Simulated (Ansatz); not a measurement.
All numbers below come from DFT PBE, scalar-relativistic, plane waves, PAW in Ansatz. Settings: cutoff 420 eV, Γ-centred meshes spaced at most about 0.3 Å⁻¹ (2π included), Gaussian smearing. No spin polarisation in the final relaxations.

Temperature and zero-point effects are left out. All come from trial cells, and lower structures may exist.

Question: Order these relaxed structures of Sn4SeS3 by energy, lowest first, with the energy over the lowest of them.
A.

```
Sn Se S
1.0
     4.17328   -5.90369    0.00000
     4.17328    5.90369    0.00000
     0.00000    0.00000    4.17557
Sn Se S
4 1 3
Direct
  0.25322 0.74678 0.00000
  0.74678 0.25322 0.00000
  0.25669 0.25669 0.50000
  0.74331 0.74331 0.50000
  0.00000 0.00000 0.00000
  0.50000 0.50000 0.00000
  0.00000 0.50000 0.50000
  0.50000 0.00000 0.50000
```

B.

```
Sn Se S
1.0
     6.34244    0.00000    0.00000
     0.00000    4.14057    0.00000
    -2.94245    0.00000    8.02948
Sn Se S
4 1 3
Direct
  0.49500 0.00000 0.21038
  0.49622 0.00000 0.71086
  0.01204 0.50000 0.33294
  0.00701 0.50000 0.81465
  0.03720 0.00000 0.05612
  0.06078 0.00000 0.55958
  0.44391 0.50000 0.90670
  0.44784 0.50000 0.40878
```

Answer: B (0 meV/atom), A (24 meV/atom). Forms: B Pm; A Se and S ordered on rock salt sites, Cmmm. Counting S or Se atoms around Sn (for each partner element, those within 1.25 times its shortest distance or 1.15 times the sum of covalent radii, where it is the nearest in units of that sum or under 1.3; a plus sign parts groups by distance over the sum of covalent radii; a slash parts the counts of unlike sites): B has Sn 3+2/5; A has Sn 6.

Weakly bound directions are ill-defined at this level, which has no dispersion term (Pm), and this can change margins and order among such cells. Cells relaxed within their symmetry can be saddle points. The Pm cell of Sn4SeS3 came from shaking the Cmmm one. Some candidate types were left out of the draw beforehand, so a known form may be missing.
